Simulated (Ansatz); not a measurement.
SiO2 (rutile)

```xyz
6
Lattice="4.1946 0.0000 0.0000 0.0000 4.1946 0.0000 0.0000 0.0000 2.6784" Properties=species:S:1:pos:R:3 pbc="T T T"
Si     0.0000     0.0000     0.0000
Si     2.0973     2.0973     1.3392
O      1.2838     1.2838     0.0000
O      3.3811     0.8135     1.3392
O      0.8135     3.3811     1.3392
O      2.9108     2.9108     0.0000
```

The slice is a (010) plane (indices of the conventional cell) through the point (0.194, 0.806, 0.500) (fractional), spanned by u = [001] and v = [100] in vectors of this cell: u (2.68 Å) and v (4.19 Å, at 90° to u). It covers one period; positions are fractions (u, v).

Method: PBEsol (plane waves to 420 eV, PAW, scalar-relativistic; Ansatz, an electronic-structure program). k mesh 8×8×12. Near the nuclei the fields are pseudised (PAW); where an atom keeps semicore shells as valence, they peak there. SiO2 was relaxed with its symmetry unable to fall.

Three fields on this plane, each scaled to ten steps between its own extremes (0 low, 9 high; the total valence density on a logarithmic scale, the potential cut 8 eV below its top; x marks points blanked near nuclei; v = 0 in the bottom row):

Map A
```
|xxxxxx874212478xxxxx|
|xxxxx98742124789xxxx|
|xxxxx98742124789xxxx|
|xxxx9986421246899xxx|
|xx99876421112467899x|
|88776543211123456778|
|65543322222222233455|
|33221112345432111223|
|11101124577754211011|
|00001236789876321000|
|00001357899987531000|
|00002468999998642000|
|00013578xxxxx8753100|
|0001468xxxxxxx864100|
|0002478xxxxxxx874200|
|0012578xxxxxxx875210|
|0013578xxxxxxx875310|
|0013578xxxxxxx875310|
|00124689xxxxx9864210|
|00013578999998753100|
|00012357889887532100|
|00001134677764311000|
|21100012344432100011|
|44311000111110001134|
|76542100000000012456|
|98864210000000124688|
|xx98752100000125789x|
|xxxx8642000002468xxx|
|xxxxx76310001367xxxx|
|xxxxx87520002578xxxx|
|xxxxxx863101368xxxxx|
|xxxxxx864111468xxxxx|
```

Map B
```
|xxxxxx110000011xxxxx|
|xxxxx01000000010xxxx|
|xxxxx00000000000xxxx|
|xxxx0000000000000xxx|
|xx00100000000000100x|
|33431000000000001343|
|66542000000000002456|
|66653000000000003566|
|77653100000000013567|
|77764200000000024677|
|88765310000000135678|
|88776430000000346778|
|88876530xxxxx0356788|
|8887650xxxxxxx056788|
|8887650xxxxxxx056788|
|8887750xxxxxxx057788|
|8787760xxxxxxx067787|
|7777772xxxxxxx277777|
|77777760xxxxx0677777|
|66777776300036777776|
|66677888877788887766|
|66678888888888888766|
|66678899999999988766|
|66678899999999988766|
|66667899999999987666|
|34567889999999887654|
|xx02678899999887620x|
|xxxx0678888888760xxx|
|xxxxx26677777662xxxx|
|xxxxx05566666550xxxx|
|xxxxxx344444443xxxxx|
|xxxxxx232323232xxxxx|
```

Map C
```
|xxxxxx000000000xxxxx|
|xxxxx10000000001xxxx|
|xxxxx10000000001xxxx|
|xxxx2100000000012xxx|
|xx43210000000001234x|
|33221000000000001223|
|21110000000000000111|
|10000000000000000000|
|00000000000000000000|
|00000000000000000000|
|00000000000000000000|
|00000000000000000000|
|00000000xxxxx0000000|
|0000000xxxxxxx000000|
|0000001xxxxxxx100000|
|0000012xxxxxxx210000|
|0000013xxxxxxx310000|
|0000013xxxxxxx310000|
|00000136xxxxx6310000|
|00000124799974210000|
|00000113456543110000|
|00000011233321100000|
|00000001111111000000|
|00000000001000000000|
|11100000000000000011|
|33210000000000000123|
|xx42100000000000124x|
|xxxx2100000000012xxx|
|xxxxx10000000001xxxx|
|xxxxx10000000001xxxx|
|xxxxxx000000000xxxxx|
|xxxxxx000000000xxxxx|
```

Q: Assign the maps to these fields: density of the highest valence band (whole band, smooth part); electron localisation function (ELF); electrostatic potential energy of an electron, from the cell's mean.

A: A is the electron localisation function (ELF); B is the electrostatic potential energy of an electron, from the cell's mean; C is the density of the highest valence band (whole band, smooth part).
